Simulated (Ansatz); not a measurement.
Polymorphs of Bi, each relaxed with PBE (plane waves, PAW; program Ansatz):

A: diamond (Fd-3m)
a = 7.289 Å, b = 7.289 Å, c = 7.289 Å, α = 90.00°, β = 90.00°, γ = 90.00°

```csv
atom,site,symmetry,x,y,z
Bi,8b,-43m,0.5000,0.5000,0.5000
```

B: fcc (Cu type) (Fm-3m)
a = 5.0339 Å, b = 5.0339 Å, c = 5.0339 Å, α = 90.00°, β = 90.00°, γ = 90.00°

```csv
atom,site,symmetry,x,y,z
Bi,4a,m-3m,0.0000,0.0000,0.0000
```

C: A7 (α-As type) (R-3m)
a = 4.5829 Å, b = 4.5829 Å, c = 12.1656 Å, α = 90.00°, β = 90.00°, γ = 120.00°

```
atom  site  symmetry       x       y       z
----  ----  --------  ------  ------  ------
Bi      6c        3m  0.0000  0.0000  0.2337
```

**Question.** Rank these by energy per atom at 0 K (lowest first), as PBE gives it.

**Answer.** C (+0 meV/atom), B (+190 meV/atom), A (+197 meV/atom)

Typed or built starts, not in the databases checked: A; B. Not the usual ambient phase: A; B. All cells were relaxed under the symmetry of their starts (and spin orders); stability against distortions was not tested throughout. Scalar-relativistic: spin–orbit coupling is off unless named, which matters more the heavier the elements.

Energies hold the estimated change up to a 700 eV cutoff; steps of a few meV lie near the error of the meshes.

Potentials: the earlier of the program's two PAW sets.
